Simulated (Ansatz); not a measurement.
HfO2:
```cif
data_Hf4O8
_chemical_formula_sum 'Hf4 O8'
_space_group_name_H-M_alt 'P 1'
_space_group_IT_number 1
_cell_length_a 5.24721
_cell_length_b 5.03079
_cell_length_c 5.05975
_cell_angle_alpha 90.000
_cell_angle_beta 90.000
_cell_angle_gamma 90.000
loop_
_space_group_symop_operation_xyz
  'x, y, z'
loop_
_atom_site_label
_atom_site_type_symbol
_atom_site_fract_x
_atom_site_fract_y
_atom_site_fract_z
_atom_site_occupancy
Hf1 Hf 0.03245 0.26701 0.24110 1
Hf2 Hf 0.96755 0.73299 0.74110 1
Hf3 Hf 0.46755 0.26701 0.74110 1
Hf4 Hf 0.53245 0.73299 0.24110 1
O1 O 0.36707 0.06999 0.38075 1
O2 O 0.63293 0.93001 0.88075 1
O3 O 0.13293 0.06999 0.88075 1
O4 O 0.86707 0.93001 0.38075 1
O5 O 0.73212 0.46114 0.49115 1
O6 O 0.26788 0.53886 0.99115 1
O7 O 0.76788 0.46114 0.99115 1
O8 O 0.23212 0.53886 0.49115 1
```

Relaxed with r²SCAN. The program Ansatz at the r²SCAN level (PAW) gives a gap of 4.94 eV.

What gap does HSE06 give on the same cell (Ansatz, PAW)?

6.09 eV, 1.14 eV more. The hybrid was solved on a coarser mesh and at special points; its gap is the smallest among all of these.

```
k  v1 r²SCAN  c1 r²SCAN    v1 HSE06    c1 HSE06
-  ---------  ---------  ----------  ----------
Γ       0.00       5.46        0.00        6.63
X      -0.38       5.73  (withheld)  (withheld)
Z      -0.25       5.16       -0.27        6.34
U      -0.69       5.70  (withheld)  (withheld)
Y      -0.12       5.06  (withheld)  (withheld)
S      -0.47       5.22       -0.47        6.36
T      -0.35       5.06  (withheld)  (withheld)
R      -0.83       5.21       -0.87        6.37
```

Top valence (v1) and lowest conduction level (c1) in eV from each method's valence maximum (which need not be a listed point): supply the withheld HSE06 values.


- U, v1 HSE06: -0.72
- U, c1 HSE06: 6.90
- Y, v1 HSE06: -0.13
- Y, c1 HSE06: 6.23
- T, v1 HSE06: -0.38
- T, c1 HSE06: 6.21
- X, v1 HSE06: -0.39
- X, c1 HSE06: 6.94

Cost on shared cores: the r²SCAN run (SCF on a 5×6×6 mesh, then bands and DOS) around 9 core-minutes (rough), the HSE06 run (SCF on 3×3×3, then a few points) around 4 core-minutes (rough); the tasks are unlike.

Space group Pca2_1. The cell was relaxed with r²SCAN under the symmetry of its start. No spin polarisation was allowed. Spin–orbit coupling is left out wherever it is not named.

Potentials: the earlier of the program's two PAW sets.
